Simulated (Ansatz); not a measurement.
## O-17 NMR of the central transition in CaZrS3O12

Cell: a Materials Project structure (computed, not necessarily an observed phase).

Space group R3c:H (No. 161); a = 9.1224, c = 23.3736 Å, γ = 120.00°.

| site | Wyckoff | site symmetry | x | y | z |
| --- | --- | --- | --- | --- | --- |
| Ca | 6a | 3. | 0.0000 | 0.0000 | 0.3567 |
| Zr | 6a | 3. | 0.0000 | 0.0000 | 0.6453 |
| S | 18b | 1 | 0.9505 | 0.3246 | 0.5839 |
| O11 | 18b | 1 | 0.2080 | 0.0174 | 0.3010 |
| O17 | 18b | 1 | 0.7913 | 0.9628 | 0.6987 |
| O23 | 18b | 1 | 0.0117 | 0.7981 | 0.4071 |
| O29 | 18b | 1 | 0.9612 | 0.1644 | 0.5919 |

One atom of each set is listed; the run and its k-mesh use a cell of 34 atoms with edges of 9.40, 9.40, 9.40 Å.

Method: Kohn–Sham DFT in Ansatz, r2SCAN, plane waves and PAW, scalar-relativistic, 500 eV cutoff, Γ-centred 3×3×3 k-points, Fermi–Dirac smearing 0.02 eV.

O-17 has I = 5/2 and Q = -25.58 mb (Pyykkö 2018); at 21.1 T its Larmor frequency is ν₀ = 121.8 MHz. Only the quadrupole interaction is simulated: positions count from each site's isotropic chemical shift, and J coupling is left out, as are shift anisotropy and dipolar coupling, which fast spinning averages.

Question: Simulate the second-order pattern (fast magic-angle spinning, Gaussian broadening 0.4 kHz) of site O17 (1 S at 1.52 Å, 1 Zr at 2.16 Å, angle 156°).

Answer: The calculation gives C_Q = -9.44 MHz and η = 0.08, so ν_Q = 1.42 MHz and the centre of gravity lies at -36.1 ppm (-4.40 kHz).

```
offset (kHz)  height
      -11.39       0
      -10.93       3
      -10.47       6
      -10.01       6
       -9.55       6
       -9.09       6
       -8.63       7
       -8.17       7
       -7.71       7
       -7.25      21
       -6.79      77
       -6.33      67
       -5.87      50
       -5.41      45
       -4.95      43
       -4.49      42
       -4.03      43
       -3.57      45
       -3.11      49
       -2.65      57
       -2.19      78
       -1.73     100
       -1.27      32
       -0.81       0
```

At O17 V_zz points along the shorter of its two bonds, to S (within 5°).

The largest force is 0.7 eV/Å, so the atoms aren't at the calculated equilibrium and relaxing them would move these values. Without spin–orbit coupling (the program notes it for Zr) the gradients are little affected as a rule: paired runs on crystals with a gap mostly move them by under 2 % at such atoms.

Hardware: 1 thread of Intel Xeon 6975P-C (Granite Rapids) (x86_64; 16 cores open to the job, memory cap 2.5 GiB, no GPU), a shared host with a load of 0.4 a core. Wall time 1.8 min, CPU time 1.7 min, peak memory 2.5 GiB.
